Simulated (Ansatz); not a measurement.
Method: HSE06, no spin polarisation; PAW, plane waves to 420 eV, 4×4×1 Γ-centred mesh, fermi-dirac occupations (width 0.0767 eV) (Ansatz 0.2.0), atoms fixed.

Computed maps in the lattice plane spanned by a (left to right, 3.64 Å, 11 points from zero) and c (bottom to top, 9.06 Å, 26 points from zero), 90° apart, at height 0.000 along b. The fields are smooth PAW ones with compensation charges, not the true ones near nuclei.

Valence density. Digits on a logarithmic scale: 0 up to 0.03 e/Å³, each further digit a factor of 1.6, 9 from 1.3 e/Å³ up:
```
99953223599
98642112468
44421001244
43210000123
54310000134
65310000135
55310000135
44311001134
33222222223
44433333344
98654334568
99964444699
99964444699
99964444699
98654334568
44433333344
33222222223
44311001134
55310000135
65310000135
54310000134
43210000123
44421001244
98642112468
99953223599
99963223699
```

ELF. Ten even steps from '0' (0.01) to '9' (0.91):
```
88631001368
23421001243
00110000110
00000000000
43100000013
65300000035
65200000025
32000000002
00000110000
00111111110
23321111233
88521111258
98511111158
88521111258
23321111233
00111111110
00000110000
32000000002
65200000025
65300000035
43100000013
00000000000
00110000110
23421001243
88631001368
98520000258
```

Problem. The cell is MnSbBrF2. Which atoms lie within 0.2 Å of this plane, and where (fractions of a and c)?

Solution. Mn at (0.00, 0.50), Mn at (0.00, 0.00). The whole cell:
```xyz
10
Lattice="0.0000 3.6394 0.0000 5.9866 -1.8197 0.0000 0.1581 0.0000 -9.0572" Properties=species:S:1:pos:R:3 pbc="T T T"
Mn    0.0790    0.0000   -4.5286
Sb    3.6122    0.0000   -7.3309
Sb    2.5325    1.8197   -1.7263
F     5.1963    1.8197   -6.8563
F     0.9484    0.0000   -2.2009
Br    4.4502    0.0000   -3.8937
Br    1.6945    1.8197   -5.1635
F     4.3181    0.0000   -0.4424
F     1.8266    1.8197   -8.6149
Mn    0.0000    0.0000    0.0000
```

Origin: a known structure type with other elements, at an estimated volume, so it need not be a known compound. Caveats: no spin polarisation, so a magnetic state may lie lower; hybrid functional on a coarse k mesh.
